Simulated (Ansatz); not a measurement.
Li₂MoO₃:
```
CELL_PARAMETERS angstrom
      1.67296    -0.05285     4.94165
      2.24454     4.39711     0.00000
     -4.93449     0.00000     0.00000
ATOMIC_POSITIONS crystal
  Li 0.98690 0.80714 0.13982
  Li 0.01310 0.19286 0.86018
  Li 0.00000 0.50000 0.50000
  Li 0.50000 0.50000 0.00000
  Mo 0.49662 0.86130 0.64199
  Mo 0.50338 0.13870 0.35801
  O  0.72686 0.14287 0.06288
  O  0.27314 0.85713 0.93712
  O  0.72330 0.49322 0.72304
  O  0.27670 0.50678 0.27696
  O  0.23309 0.17623 0.58729
  O  0.76691 0.82377 0.41271
```

Relaxed with r²SCAN. Independent-particle spectrum: no excitons, no local fields, no scissors shift; 0.1 eV broadening; ε₁ of the summed bands alone.

Q: Tabulate the dielectric function from r²SCAN (plane waves, PAW; program Ansatz).

A: 

| E (eV) | ε₁ xx | ε₂ xx | ε₁ yy | ε₂ yy | ε₁ zz | ε₂ zz |
|---|---|---|---|---|---|---|
| 0.0 | 10.62 | 0.00 | 9.49 | 0.00 | 6.05 | 0.00 |
| 0.4 | 11.19 | 0.92 | 10.35 | 2.69 | 6.63 | 0.79 |
| 0.8 | 11.58 | 1.81 | 8.81 | 1.82 | 6.54 | 2.54 |
| 1.2 | 10.90 | 1.27 | 8.08 | 6.58 | 3.89 | 0.78 |
| 1.6 | 14.96 | 5.36 | 8.20 | 1.81 | 4.17 | 0.51 |
| 2.0 | 15.10 | 8.74 | 8.97 | 3.19 | 4.75 | 0.04 |
| 2.4 | -5.02 | 21.75 | 1.61 | 9.35 | 4.78 | 0.36 |
| 2.8 | 1.63 | 0.46 | 4.25 | 0.49 | 5.28 | 0.53 |
| 3.2 | 4.91 | 0.79 | 5.65 | 0.60 | 5.26 | 0.21 |
| 3.6 | 8.63 | 0.90 | 8.85 | 0.67 | 6.93 | 0.35 |
| 4.0 | 8.98 | 3.02 | 7.98 | 4.30 | 6.61 | 1.84 |
| 4.4 | 17.61 | 8.64 | 10.53 | 6.61 | 5.87 | 3.34 |
| 4.8 | -5.50 | 18.58 | 1.81 | 8.96 | 4.36 | 3.34 |
| 5.2 | -2.65 | 3.58 | 2.92 | 5.58 | 4.45 | 2.65 |
| 5.6 | -0.21 | 2.17 | 1.74 | 3.43 | 3.89 | 2.01 |
| 6.0 | 2.29 | 1.74 | 2.99 | 2.50 | 4.50 | 1.48 |
| 6.4 | 3.35 | 2.06 | 3.97 | 2.37 | 5.24 | 1.30 |
| 6.8 | 6.17 | 3.76 | 5.83 | 3.50 | 7.69 | 2.39 |
| 7.2 | 3.40 | 6.71 | 5.22 | 5.41 | 6.56 | 3.81 |
| 7.6 | 3.84 | 7.10 | 6.45 | 6.76 | 7.23 | 5.51 |
| 8.0 | 1.27 | 7.01 | 2.31 | 8.24 | 6.15 | 7.79 |
| 8.4 | 0.07 | 6.93 | 1.10 | 9.30 | 2.10 | 10.22 |
| 8.8 | -1.19 | 4.90 | -2.02 | 6.57 | -0.29 | 7.01 |
| 9.2 | -1.45 | 4.40 | -2.46 | 4.44 | -0.93 | 5.82 |
| 9.6 | -1.85 | 3.11 | -2.04 | 2.86 | -1.35 | 4.48 |
| 10.0 | -1.14 | 2.36 | -1.02 | 2.04 | -1.25 | 3.01 |
| 10.4 | -0.57 | 2.01 | -0.23 | 2.00 | 0.01 | 2.60 |
| 10.8 | -0.23 | 1.73 | -0.09 | 2.15 | -0.24 | 2.52 |
| 11.2 | -0.07 | 1.98 | -0.04 | 1.83 | 0.03 | 2.42 |
| 11.6 | -0.02 | 1.66 | 0.38 | 1.93 | 0.11 | 2.25 |
| 12.0 | 0.17 | 1.51 | 0.28 | 2.01 | 0.11 | 1.96 |

Q: From ε at 2.3 eV (xx: 7.85 + 21.55i), find n, k, the normal reflectivity and the absorption coefficient.

A: n = 3.92, k = 2.746, R = 51 %, α = 2kE/ħc = 640000 cm⁻¹.

With all bands, ε∞ without local fields is 10.8 (xx), 9.69 (yy), 6.26 (zz).

Space group P-1. The workflow started from a Materials Project entry (that database holds measured and hypothetical structures alike); the Crystallography Open Database copy checked does not list it. Entries of such low symmetry are often ordered models of mixed-site phases. Whether it is the stable phase at ambient conditions was not checked. The cell was relaxed with r²SCAN under the symmetry of its start; whether a distortion lowers the energy is not shown. The run is not spin-polarised. No Hubbard U is applied. Spin–orbit coupling is left out wherever it is not named.

Potentials: the later of the program's two PAW sets.
